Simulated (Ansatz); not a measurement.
Sb2Se3 (Pnma), relaxed with PBE+D3(BJ) (Ansatz, a quantum-chemistry and plane-wave program, plane waves, PAW): a = 11.667 Å, b = 3.989 Å, c = 11.356 Å, α = β = γ = 90.00°.

* **gap (eV)**: 0.81
* **ΔH_f (eV/atom)**: -0.26
* **K_Hill (GPa)**: 31.4
* **G_Hill (GPa)**: 16.2
* **electron conductivity mass (mₑ)**: 0.19
* **Θ_D (K)**: 183

**Question.** The same phase is relaxed and computed with r²SCAN+D4 in the same code. What are the cell and these values now?

**Answer.** a = 12.0956 Å, b = 3.9892 Å, c = 11.6379 Å, α = β = γ = 90.00°.

- gap (eV) = 1.14
- ΔH_f (eV/atom) = -0.29
- K_Hill (GPa) = 24.3
- G_Hill (GPa) = 13.1
- electron conductivity mass (mₑ) = 0.35
- Θ_D (K) = 165

All cells were relaxed under the symmetry of their starts (and spin orders); stability against distortions was not tested throughout. Spin–orbit coupling is left out wherever it is not named.

Potentials: the later of the program's two PAW sets.

Ansatz is a plane-wave DFT program.

Formation energies count from the lowest solids of the elements computed at the same level, not from gases.
